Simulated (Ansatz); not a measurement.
SiNi:
```cif
data_Ni4Si4
_chemical_formula_sum 'Ni4 Si4'
_space_group_name_H-M_alt 'Pnma'
_space_group_IT_number 62
_space_group_name_Hall '-P 2ac 2n'
_cell_length_a 5.09239
_cell_length_b 3.35810
_cell_length_c 5.56568
_cell_angle_alpha 90.000
_cell_angle_beta 90.000
_cell_angle_gamma 90.000
loop_
_atom_site_label
_atom_site_type_symbol
_atom_site_symmetry_multiplicity
_atom_site_Wyckoff_symbol
_atom_site_fract_x
_atom_site_fract_y
_atom_site_fract_z
_atom_site_occupancy
Ni1 Ni 4 c 0.00778 0.25000 0.81083 1
Si1 Si 4 c 0.17878 0.25000 0.41577 1
```

Relaxed with r²SCAN.

Q: Tabulate the valence density and the electron localisation function along the shortest Si–Si contact (2.65 Å), plane-wave PAW r²SCAN (Ansatz code).

A: 

```tsv
distance from Si (Å)	density (e/Å³)	ELF
0.26	0.10	0.28
0.40	0.17	0.21
0.53	0.27	0.29
0.66	0.35	0.45
0.79	0.39	0.58
0.93	0.38	0.65
1.06	0.36	0.65
1.19	0.34	0.63
1.32	0.33	0.62
1.46	0.34	0.63
1.59	0.36	0.65
1.72	0.38	0.65
1.85	0.39	0.58
1.99	0.35	0.45
2.12	0.27	0.29
2.25	0.17	0.21
2.38	0.10	0.28
```

The density is the valence pseudo-density with augmentation charge, so density and ELF within about 1 Å of a nucleus are not all-electron values.

Symmetry was held in the r²SCAN relaxation. The workflow began spin-polarised and lost its moments.

Potentials: the later of the program's two PAW sets.
